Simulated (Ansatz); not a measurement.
GaN (CsCl type, space group No. 221) at seven volumes, PBE (plane waves, PAW; program Ansatz), scaled uniformly. One row is withheld.

```tsv
V (Å³/atom)	P (GPa)
9.380	?
9.689	10.65
9.998	4.84
10.307	0.01
10.617	-4.09
10.926	-7.49
11.235	-10.46
```

Task: Fit the shown pressures and predict the withheld one.

Result: P = (3/2)B₀(x^(7/2) − x^(5/2))[1 + (3/4)(B′ − 4)(x − 1)] with x = (V₀/V)^(2/3). Least squares on the six rows gives V₀ = 10.308 Å³/atom, B₀ = 148 GPa, B′ = 4.72. At V = 9.380, x = 1.0649 and P = 17.46 GPa. The run itself gave 17.41 GPa.

Space group Pm-3m (CsCl type). A made-up cell: these elements were put on the sites of a structure type; neither database checked (COD, Materials Project) lists it. It is not the phase usual at ambient conditions (space group No. 186, 216). Symmetry was held in the PBE relaxation; its stability against distortions is not shown here.

Potentials: the later of the program's two PAW sets.
